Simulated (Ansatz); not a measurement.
Mg₂Ge (anti-fluorite, space group No. 225), PBE in the plane-wave PAW code Ansatz. The conduction-band minimum lies at X, with 3 equivalent valleys. Second derivatives d²E/dk² of the lowest band at one valley (eV·Å²), along Cartesian directions:

```tsv
direction	d²E/dk²
[100]	13.81
[010]	40.64
[001]	40.64
[110]	27.23
[101]	27.23
[011]	40.19
```

### Question
Find the principal effective masses, the density-of-states mass and the conductivity mass.

### Answer
Off-diagonal terms follow from H_xy = H[110] − (H_xx + H_yy)/2, and m*/mₑ = 7.620 eV·Å² over each eigenvalue: 0.19, 0.19, 0.55. One valley's DOS mass (m₁m₂m₃)^(1/3) = 0.27, conductivity mass 3/(Σ 1/mᵢ) = 0.24 mₑ.

### Question
What effective density of states Nc follows at 300 K for parabolic valleys?

### Answer
Nc = 2.509e19 × 3 × (0.27)^(3/2) ≈ 1.1e19 cm⁻³.

Space group Fm-3m (anti-fluorite). The PBE relaxation kept the symmetry of its start; of distortions, only those at the zone centre were tested. Spin–orbit coupling is left out wherever it is not named.

Potentials: the later of the program's two PAW sets.

Edges and masses are those of Kohn–Sham bands, whose gap is no quasiparticle gap.
